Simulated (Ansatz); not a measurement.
**TiO2: a jump of H**

Computed with DFT PBE, scalar-relativistic, plane waves, PAW in Ansatz. (420 eV cutoff, 2×2×2 k-mesh, Gaussian smearing of 0.02 eV, no spin polarisation)

Host crystal, relaxed:

```
Ti O
1.0
     4.64332    0.00000    0.00000
     0.00000    4.64332    0.00000
     0.00000    0.00000    2.96387
Ti O
2 4
Direct
  0.50000 0.50000 0.00000
  0.00000 0.00000 0.50000
  0.69487 0.69487 0.50000
  0.80513 0.19487 0.00000
  0.19487 0.80513 0.00000
  0.30513 0.30513 0.50000
```

In a supercell of 72 host sites with charge +1, interstitial H hops to an equivalent place, moving 0.98 Å between the relaxed ends. Climbing-image nudged elastic band at fixed cell with images 0 (start) to 6 (end), the path measured over all atoms, converged to 0.05 eV/Å; the order of the saddle wasn't checked, and the small cell leaves errors of about a tenth of an eV. Zero-point motion and tunnelling, which matter for H, are left out. At the top the atom squeezes straight between two others, where symmetry can hold a band on a ridge, so a bent path, such as one by way of a neighbouring hole, may have a much lower barrier.

Supercell rows in host cell vectors: 0 -2 0; -2 0 0; 1 1 -3. H was set at (0.000, 0.500, 0.250) of the host cell.

At the relaxed start H has 1 O at 0.99 Å.

(1) How high is the barrier, and where does the atom pass?

## Answers

(1) 0.42 eV at image 3, where H has 2 O at 1.26 Å, 4 O at 2.35 Å, 2 Ti at 2.49 Å.

Cost: 1 run of about 3.7 core-hours, on AMD EPYC 7R43 (Zen 3) (shared hosts).